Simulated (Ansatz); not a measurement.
## CdGeAs2 (I-42d): gap against strain (epitaxial in the xy plane)

CdGeAs2 (I-42d) from a database of computed structures, relaxed with r2SCAN in the PAW code Ansatz, then strained (epitaxial in the xy plane; changes of length per length, axes as in the cell below) with the atoms relaxed again within the symmetry that is left. Space group I-42d (No. 122), tetragonal; a = 5.980 Å, c = 11.304 Å in the conventional setting, 25.27 Å³ an atom. Cd has 4 As at 2.65 Å; Ge has 4 As at 2.45 Å; As has 2 Ge at 2.45 Å and 2 Cd at 2.65 Å. The values are computed, spin-unpolarised, and not measurements.

```xyz
8
Lattice="-2.9901 2.9901 5.6519 2.9901 -2.9901 5.6519 2.9901 2.9901 -5.6519" Properties=species:S:1:pos:R:3 pbc="T T T"
Cd    2.9901    0.0000    2.8260
Cd    0.0000    0.0000    5.6519
Ge    0.0000    0.0000    0.0000
Ge    0.0000    2.9901    2.8260
As    1.3236    4.4852    1.4130
As    1.4951    1.6665    4.2389
As    1.6665   -1.4951    7.0649
As    1.4951    1.3236   -1.4130
```

Gaps are the least over each mesh (HSE06 4×4×4 when unstrained) and the special points, which keep their unstrained names.

```tsv
strain (%)	free normal strain (%)	gap, HSE06 (eV)	edges, HSE06
-3.0	+3.40	0.651	Γ
-1.0	+1.14	0.543	Γ
0.0	0.00	0.447	Γ
+1.0	-1.24	0.356	Γ
+2.0	-2.46	0.264	Γ
+3.0	-3.75	0.173	Γ
```

Task: Estimate the row for a strain of -2.0 %.

Result:
```tsv
strain (%)	free normal strain (%)	gap, HSE06 (eV)	edges, HSE06
-2.0	+2.28	0.637	Γ
```

Between zero and the nearest strains the slope of the HSE06 gap against strain is -0.095 eV per percent for negative and -0.091 for positive strain.

Spin-orbit coupling is left out.
